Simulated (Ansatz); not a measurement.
Y₃Si₅:
Space group P-62m (No. 189); a = b = 6.5835 Å, c = 4.1944 Å, α = β = 90.00°, γ = 120.00°

```
atom  site  symmetry       x       y       z
----  ----  --------  ------  ------  ------
Y       3f       m2m  0.0000  0.6474  0.0000
Si      2d      -6..  0.3333  0.6667  0.5000
Si      3g       m2m  0.7318  0.7318  0.5000
```

This is the PBE-relaxed structure.

Task: All from the program Ansatz at the PBE level (PAW), unless another level is named. Estimate the electronic character.

Result: metallic (no gap).

Task: Give the density of states at the Fermi level.

Result: 0.37 states/eV per atom (mean over ±0.08 eV).

Task: What about the formation energy from the elements (no fitted shifts)?

Result: -0.69 eV/atom.

Task: Next, the gap with spin–orbit coupling?

Result: none (metallic).

The start of the workflow was typed in or built on a structure type; neither database checked (COD, Materials Project) lists it. Its standing as an ambient phase is unchecked. The PBE relaxation kept the symmetry of its start; whether a distortion lowers the energy is not shown. The run is not spin-polarised. The references are the lowest solids computed at this level, not always the standard phases. Scalar-relativistic: spin–orbit coupling is off unless named, which matters more the heavier the elements.

Potentials: the later of the program's two PAW sets.
